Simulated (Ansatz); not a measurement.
Starting cell, TiB2 (AlB2 type, space group P6/mmm):

```xyz
6
Lattice="6.0640 0.0000 0.0000 -1.5160 2.6258 0.0000 3.0320 0.0000 3.2243" Properties=species:S:1:pos:R:3 pbc="T T T"
Ti     0.0000     0.0000     0.0000
Ti     3.0320     0.0000     0.0000
B      6.0640     1.7505     1.6122
B      3.0320     1.7505     1.6122
B      1.5160     0.8753     1.6122
B      4.5480     0.8753     1.6122
```

The atoms are displaced by Q × the pattern below (from a DFPT mode at L = (0.5, 0.0, 0.5), largest move 1; Q in Å), at fixed cell. (q is in reciprocal vectors of the primitive cell; the cell shown is doubled to hold the pattern.)

| atom | x | y | z |
|---|---|---|---|
| Ti1 | -0.150 | -0.086 | 0.000 |
| Ti2 | 0.150 | 0.086 | 0.000 |
| B3 | 0.000 | 0.000 | 1.000 |
| B4 | 0.000 | 0.000 | -1.000 |
| B5 | 0.000 | 0.000 | 1.000 |
| B6 | 0.000 | 0.000 | -1.000 |

All values below come from PBE (plane waves to 420 eV, PAW, scalar-relativistic; Ansatz, a first-principles code). k mesh 18×18×18 (Γ-centred), Fermi-Dirac smearing 0.05 eV. E stands for the smeared free energy. With partly filled bands, energies and forces of such displacements shift with the k mesh and the smearing. TiB2 is run without spin polarisation. TiB2 was relaxed with its symmetry unable to fall. The zero of ΔE is the undisplaced structure. The last digit holds for this mesh only.

```tsv
Q (Å)	ΔE (meV/cell)
-0.180	848.7
-0.150	587.6
-0.120	withheld
-0.090	210.6
-0.060	93.5
-0.030	23.3
0.000	0.0
0.030	23.3
0.060	93.5
0.090	210.6
0.120	withheld
0.150	587.6
0.180	848.7
```

Question: Fit an even polynomial form (powers 2, 4) to the given rows and predict ΔE at Q = -0.120.

Answer: Least squares on the 11 given rows: ΔE = (25940)·Q² + (7968)·Q⁴, in meV/cell with Q in Å; root-mean-square residual 0.07 meV/cell. At -0.120 the fit gives 375.2 meV/cell; the calculation gives 375.2 meV/cell, the same to the digits shown. The quadratic term alone would give 373.5 meV/cell.

(A displaced cell: forces are minus the slopes of the energy, force constants its curvatures, and phonons follow from these.)
